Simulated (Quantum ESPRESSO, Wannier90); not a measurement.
InSe (R3m), plane waves to Wannier functions

```xyz
4
Lattice="-2.0233 3.5045 0.0000 -4.0467 0.0000 0.0000 -2.0233 1.1682 8.6085" Properties=species:S:1:pos:R:3 pbc="T T T"
In     0.0000     0.0000    -2.8499
In     0.0000     0.0000    -0.0473
Se     2.0233    -1.1682     1.2126
Se     2.0233    -1.1682    -4.1099
```

Structure: Materials Project mp-22691, symmetrised, not relaxed again. COD (Crystallography Open Database) has the formula in 2 space groups, this one among them (matched by group alone). Level: PBEsol, no spin polarisation, no spin-orbit coupling; pw.x of Quantum ESPRESSO at 69 Ry with PseudoDojo potentials, 6×6×6 k-points, Wannier90. Density: 10×10×10 mesh, Gaussian smearing 0.01 Ry. The cell is built of weakly bound layers, chains or molecules, whose nearest atoms lie 4.03 Å apart. Database cells relaxed without dispersion often hold them too far apart, which can enlarge gaps and weakens couplings between them; spacing and stacking were not compared with the measured crystal. Spin-orbit coupling is left out although heavy elements are present.

Base run: 16 functions from bands 21-46 of the 46 computed, start hydrogen-like In: s;p; Se: s;p, centres 0.05 Å off the atoms, frozen window up to 1.83 eV relative to the valence-band maximum, outer window open. One thing is changed at a time; window edges are relative to the valence-band maximum. The misfit compares interpolated bands with pw.x on a high-symmetry path, for states up to 1.3 eV relative to the valence-band maximum. Converged means that the tolerances were met: symmetric starts can stop on a saddle, which shows as a larger Ω_OD at equal Ω_I and can move the misfit too.

```json
[
 {"setting": "base", "functions": "16", "frozen to (eV)": "1.83", "Ω_I (Å²)": "26.97", "Ω_D (Å²)": "0.07", "Ω_OD (Å²)": "3.85", "rms misfit (meV)": "3.8", "worst (meV)": "30", "ended": "converged"},
 {"setting": "frozen window to 0.83 eV", "functions": "16", "frozen to (eV)": "0.83", "Ω_I (Å²)": "26.28", "Ω_D (Å²)": "0.06", "Ω_OD (Å²)": "3.86", "rms misfit (meV)": "41", "worst (meV)": "417", "ended": "converged"},
 {"setting": "frozen window to 2.83 eV", "functions": "16", "frozen to (eV)": "2.83", "Ω_I (Å²)": "28.42", "Ω_D (Å²)": "0.09", "Ω_OD (Å²)": "3.93", "rms misfit (meV)": "3.6", "worst (meV)": "25", "ended": "converged"},
 {"setting": "frozen window to 6.94 eV", "functions": "16", "frozen to (eV)": "6.94", "Ω_I (Å²)": "–", "Ω_D (Å²)": "–", "Ω_OD (Å²)": "–", "rms misfit (meV)": "–", "worst (meV)": "–", "ended": "stops: too many frozen states"},
 {"setting": "no frozen window", "functions": "16", "frozen to (eV)": "none", "Ω_I (Å²)": "25.38", "Ω_D (Å²)": "0.06", "Ω_OD (Å²)": "3.68", "rms misfit (meV)": "138", "worst (meV)": "668", "ended": "converged"},
 {"setting": "outer window to 6.30 eV", "functions": "16", "frozen to (eV)": "1.83", "Ω_I (Å²)": "–", "Ω_D (Å²)": "–", "Ω_OD (Å²)": "–", "rms misfit (meV)": "–", "worst (meV)": "–", "ended": "stops: too few bands in the window"}
]
```

Runs of this sweep that didn't settle are not listed.
